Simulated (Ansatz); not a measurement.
## ZnCu: eigenvalues along the path

```
Zn Cu
1.0
     2.94500    0.00000    0.00000
     0.00000    2.94500    0.00000
     0.00000    0.00000    2.97445
Zn Cu
1 1
Direct
  0.50000 0.50000 0.50000
  0.00000 0.00000 0.00000
```

Atoms are numbered in the order listed.

The geometry is COD entry 9008814, unchecked; take it as a test cell. The listed cell was then made from it by scaling, straining or moving an atom.

Level of theory: DFT, PBEsol, all-electron LAPW, scalar-relativistic in Ansatz 0.2.0.

Settings: a Γ-centred 14×14×14 k mesh, Fermi–Dirac smearing of 0.05 eV, basis error target 0.5 meV/atom, no spin polarisation.

Path points, in fractions of the reciprocal vectors: Γ (0.000, 0.000, 0.000), X (0.000, 0.500, 0.000), M (0.500, 0.500, 0.000), Z (0.000, 0.000, 0.500), R (0.000, 0.500, 0.500), A (0.500, 0.500, 0.500). Levels in eV from the Fermi level; bands 9 to 22, counted from the lowest band of the run. The gap is zero.

```
# k(1/Å) point b9 b10 b11 b12 b13 b14 b15 b16 b17 b18 b19 b20 b21 b22
0.000 Γ -10.31 -7.76 -7.76 -7.08 -7.08 -7.06 -3.53 -3.52 -2.69 -2.69 -2.67 5.88 6.23 6.23
0.213 - -10.13 -7.74 -7.72 -7.09 -7.08 -7.07 -3.53 -3.51 -2.75 -2.73 -2.69 4.70 6.16 6.50
0.427 - -9.60 -7.68 -7.61 -7.14 -7.12 -7.05 -3.56 -3.49 -2.90 -2.88 -2.71 2.18 6.95 7.29
0.640 - -8.79 -7.61 -7.42 -7.19 -7.17 -7.02 -3.60 -3.59 -3.08 -3.05 -2.74 -0.10 8.18 8.51
0.853 - -8.01 -7.55 -7.23 -7.22 -7.00 -6.92 -4.20 -3.63 -3.21 -3.18 -2.76 -1.57 9.77 10.09
1.067 X -7.79 -7.53 -7.25 -7.23 -6.99 -6.10 -5.11 -3.64 -3.26 -3.22 -2.76 -1.95 11.40 11.71
1.280 - -7.72 -7.50 -7.37 -7.26 -7.03 -5.81 -5.10 -3.58 -3.21 -3.15 -2.77 -1.94 9.48 10.12
1.493 - -7.64 -7.61 -7.33 -7.28 -7.12 -5.13 -5.04 -3.44 -3.10 -2.95 -2.79 -1.91 6.76 7.35
1.707 - -7.81 -7.63 -7.31 -7.23 -7.06 -4.90 -4.24 -3.24 -2.98 -2.82 -2.61 -1.88 4.39 4.88
1.920 - -7.94 -7.63 -7.34 -7.32 -6.85 -4.70 -3.48 -2.88 -2.86 -2.83 -2.16 -1.86 2.57 2.94
2.134 M -7.98 -7.63 -7.35 -7.35 -6.78 -4.60 -3.30 -2.84 -2.84 -2.43 -1.86 -1.86 1.79 2.09
2.435 - -7.91 -7.63 -7.32 -7.30 -6.91 -5.00 -3.60 -2.91 -2.88 -2.87 -2.83 -0.97 2.05 4.39
2.737 - -7.95 -7.60 -7.25 -7.20 -7.18 -6.59 -3.67 -3.24 -3.19 -3.00 -2.79 0.61 2.51 8.67
3.039 - -8.95 -7.60 -7.49 -7.17 -7.16 -7.09 -3.53 -3.42 -3.09 -2.97 -2.75 2.60 3.49 7.91
3.340 - -9.96 -7.71 -7.69 -7.10 -7.10 -7.07 -3.52 -3.51 -2.80 -2.80 -2.70 4.82 5.06 6.43
3.642 Γ -10.31 -7.76 -7.76 -7.08 -7.08 -7.06 -3.53 -3.52 -2.69 -2.69 -2.67 5.88 6.23 6.23
3.853 - -10.14 -7.74 -7.72 -7.09 -7.09 -7.06 -3.54 -3.50 -2.74 -2.74 -2.68 4.40 6.50 6.50
4.065 - -9.62 -7.69 -7.61 -7.13 -7.13 -7.04 -3.57 -3.50 -2.89 -2.89 -2.70 1.95 7.27 7.27
4.276 - -8.82 -7.62 -7.43 -7.18 -7.18 -7.01 -3.62 -3.61 -3.05 -3.05 -2.72 -0.27 8.47 8.47
4.487 - -8.05 -7.57 -7.21 -7.21 -6.99 -6.95 -4.27 -3.64 -3.18 -3.18 -2.74 -1.66 10.03 10.03
4.698 Z -7.82 -7.54 -7.23 -7.23 -6.98 -6.15 -5.21 -3.65 -3.22 -3.22 -2.75 -2.02 11.61 11.61
4.912 - -7.75 -7.51 -7.37 -7.24 -7.02 -5.86 -5.19 -3.60 -3.18 -3.16 -2.76 -2.01 9.38 10.04
5.125 - -7.67 -7.61 -7.34 -7.26 -7.11 -5.18 -5.13 -3.46 -3.08 -2.97 -2.78 -1.98 6.67 7.27
5.338 - -7.81 -7.65 -7.29 -7.22 -7.06 -4.97 -4.28 -3.26 -2.95 -2.80 -2.65 -1.94 4.29 4.79
5.552 - -7.94 -7.65 -7.31 -7.30 -6.86 -4.74 -3.51 -2.88 -2.86 -2.82 -2.22 -1.91 2.47 2.85
5.765 R -7.98 -7.65 -7.33 -7.32 -6.79 -4.63 -3.34 -2.83 -2.82 -2.45 -1.94 -1.92 1.69 1.99
5.978 - -7.95 -7.57 -7.36 -7.36 -6.79 -4.61 -3.26 -3.20 -3.20 -2.45 -1.36 -1.34 1.75 2.06
6.192 - -7.86 -7.45 -7.44 -7.35 -6.78 -4.53 -3.66 -3.66 -3.04 -2.44 -0.29 -0.27 1.93 2.30
6.405 - -7.76 -7.55 -7.54 -7.08 -6.78 -4.41 -4.00 -3.99 -2.76 -2.43 1.04 1.06 2.30 2.78
6.618 - -7.68 -7.63 -7.62 -6.85 -6.78 -4.29 -4.19 -4.18 -2.51 -2.43 2.59 2.61 2.96 3.56
6.832 A -7.66 -7.65 -7.65 -6.78 -6.77 -4.25 -4.24 -4.24 -2.43 -2.41 3.74 4.25 4.25 4.30
7.134 - -7.67 -7.62 -7.60 -6.89 -6.82 -4.39 -4.14 -4.09 -2.55 -2.49 1.38 1.46 4.31 4.70
7.435 - -7.71 -7.53 -7.44 -7.14 -6.99 -4.73 -4.02 -3.75 -2.89 -2.68 -0.77 -0.74 5.43 5.67
7.737 - -7.64 -7.40 -7.36 -7.33 -7.22 -5.04 -4.60 -3.46 -3.26 -2.82 -2.14 -1.76 7.23 7.25
8.039 - -7.67 -7.50 -7.43 -7.28 -7.06 -5.62 -5.18 -3.55 -3.28 -2.95 -2.77 -1.98 9.46 9.60
8.340 Z -7.82 -7.54 -7.23 -7.23 -6.98 -6.15 -5.21 -3.65 -3.22 -3.22 -2.75 -2.02 11.61 11.61
8.641 - -7.96 -7.54 -7.36 -7.22 -7.02 -6.74 -4.24 -3.59 -3.14 -3.14 -2.75 -1.58 8.04 10.21
8.941 - -8.30 -7.57 -7.38 -7.20 -7.10 -7.03 -3.65 -3.43 -3.15 -3.01 -2.76 0.38 4.11 9.32
9.241 - -8.29 -7.57 -7.37 -7.20 -7.10 -7.03 -3.64 -3.42 -3.16 -3.01 -2.76 0.52 3.94 9.34
9.541 - -7.94 -7.53 -7.36 -7.22 -7.03 -6.71 -4.17 -3.58 -3.16 -3.14 -2.76 -1.49 7.83 10.27
9.842 X -7.79 -7.53 -7.25 -7.23 -6.99 -6.10 -5.11 -3.64 -3.26 -3.22 -2.76 -1.95 11.40 11.71
```
